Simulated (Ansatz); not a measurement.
ZnSnN2 in space group R-3m (No. 166; Zn on 3a, Sn on 3b, N on 6c), plane-wave PAW r²SCAN (Ansatz code). The conduction-band minimum lies at Γ, with 1 equivalent valley. Second derivatives d²E/dk² of the lowest band at one valley (eV·Å²), along Cartesian directions:

| direction | d²E/dk² |
|---|---|
| [100] | 56.42 |
| [010] | 56.42 |
| [001] | 53.99 |
| [110] | 56.42 |
| [101] | 55.22 |
| [011] | 55.21 |

Question: Find the principal effective masses, the density-of-states mass and the conductivity mass.

Answer: Off-diagonal terms follow from H_xy = H[110] − (H_xx + H_yy)/2, and m*/mₑ = 7.620 eV·Å² over each eigenvalue: 0.14, 0.14, 0.14. One valley's DOS mass (m₁m₂m₃)^(1/3) = 0.14, conductivity mass 3/(Σ 1/mᵢ) = 0.14 mₑ.

Question: What effective density of states Nc follows at 300 K for parabolic valleys?

Answer: Nc = 2.509e19 × 1 × (0.14)^(3/2) ≈ 1.3e18 cm⁻³.

The start of the workflow was typed in or built on a structure type; neither database checked (COD, Materials Project) lists it. Whether it is the stable phase at ambient conditions was not checked. The r²SCAN relaxation kept the symmetry of its start; its stability against distortions is not shown here. Its formation energy is positive at this level, so the cell may be metastable or incomplete. Scalar-relativistic: spin–orbit coupling is off unless named, which matters more the heavier the elements.

Potentials: the earlier of the program's two PAW sets.

Edges and masses are those of Kohn–Sham bands, whose gap is no quasiparticle gap.
